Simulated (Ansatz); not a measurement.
BaC₂ in space group R-3m (No. 166; Ba on 3a, C on 6c) under volume change, DFT-PBEsol in the program Ansatz with PAW potentials, shape and atoms relaxed at each volume.

| V (Å³/atom) | E − E(relaxed) (meV/atom) | P (GPa) |
|---|---|---|
| 16.659 | ___ | ___ |
| 17.208 | 12.1 | 3.74 |
| 17.757 | 2.9 | 1.71 |
| 18.306 | 0.0 | 0.00 |
| 18.855 | 2.6 | -1.46 |
| 19.404 | 9.8 | -2.71 |
| 19.954 | ___ | ___ |

Problem. What belongs in the gaps?

Solution. 
- 19.954, E − E(relaxed) (meV/atom): 20.9
- 19.954, P (GPa): -3.76
- 16.659, E − E(relaxed) (meV/atom): 28.9
- 16.659, P (GPa): 6.12

Problem. What does a third-order Birch–Murnaghan fit give for V₀, B₀ and B′?

Solution. V₀ = 18.31 Å³/atom, B₀ = 52.7 GPa, B′ = 4.4.

The first step of the workflow began from a Materials Project structure, measured or hypothetical; the Crystallography Open Database copy checked does not list it. Its standing as an ambient phase is unchecked. The PBEsol relaxation kept the symmetry of its start; phonons on a q-mesh show no instability. Its formation energy is positive at this level, so the cell may be metastable or incomplete. Spin–orbit coupling is left out wherever it is not named.

Potentials: the later of the program's two PAW sets.
